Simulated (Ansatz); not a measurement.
In4Te3:
```
CELL_PARAMETERS angstrom
     12.96760     0.00000     0.00000
      0.00000    16.06138     0.00000
      0.00000     0.00000     4.46231
ATOMIC_POSITIONS crystal
  In 0.65440 0.28467 0.00000
  In 0.34560 0.71533 0.00000
  In 0.15440 0.21533 0.50000
  In 0.84560 0.78467 0.50000
  In 0.47249 0.18743 0.00000
  In 0.52751 0.81257 0.00000
  In 0.97249 0.31257 0.50000
  In 0.02751 0.68743 0.50000
  In 0.60931 0.57070 0.00000
  In 0.39069 0.42930 0.00000
  In 0.10931 0.92930 0.50000
  In 0.89069 0.07070 0.50000
  In 0.35445 0.04147 0.00000
  In 0.64555 0.95853 0.00000
  In 0.85445 0.45853 0.50000
  In 0.14555 0.54147 0.50000
  Te 0.35287 0.93010 0.50000
  Te 0.64713 0.06990 0.50000
  Te 0.85287 0.56990 0.00000
  Te 0.14713 0.43010 0.00000
  Te 0.86074 0.22358 0.00000
  Te 0.13926 0.77642 0.00000
  Te 0.36074 0.27642 0.50000
  Te 0.63926 0.72358 0.50000
  Te 0.14185 0.09909 0.00000
  Te 0.85815 0.90091 0.00000
  Te 0.64185 0.40091 0.50000
  Te 0.35815 0.59909 0.50000
```

Relaxed with r²SCAN. Special points in fractions of this cell's reciprocal vectors: Γ (0.000, 0.000, 0.000); X (0.500, 0.000, 0.000); S (0.500, 0.500, 0.000); Y (0.000, 0.500, 0.000); Z (0.000, 0.000, 0.500); U (0.500, 0.000, 0.500); R (0.500, 0.500, 0.500); T (0.000, 0.500, 0.500).

Question: List the band energies nearest the valence-band maximum at these points for r²SCAN in the plane-wave PAW code Ansatz.

Answer: In eV from the valence-band maximum; about four levels below and three above (degenerate sets whole), none deeper than 8.9 eV; points with the same levels are listed once.

```
k                    below                above
-  -----------------------  -------------------
Γ   -0.53 -0.40 -0.23 0.00       0.36 0.63 1.25
X  -0.52 -0.52 -0.28 -0.28  0.97 0.97 1.13 1.13
S  -0.47 -0.47 -0.35 -0.35  1.25 1.25 1.33 1.33
Y  -0.42 -0.42 -0.28 -0.28  0.92 0.92 0.96 0.96
Z  -1.28 -1.28 -0.69 -0.69  0.69 0.69 1.24 1.24
U  -1.25 -1.25 -1.01 -1.01  0.83 0.83 1.47 1.47
R  -1.17 -1.17 -1.02 -1.02  1.12 1.12 1.28 1.28
T  -1.13 -1.13 -0.66 -0.66  0.72 0.72 0.81 0.81
```

Space group Pnnm. The workflow started from a Materials Project entry (that database holds measured and hypothetical structures alike); the Crystallography Open Database files this formula in space group No. 58, but the cells were not matched. Whether it is the stable phase at ambient conditions was not checked. Symmetry was held in the r²SCAN relaxation; its stability against distortions is not shown here. Scalar-relativistic: spin–orbit coupling is off unless named, which matters more the heavier the elements.

Potentials: the later of the program's two PAW sets.
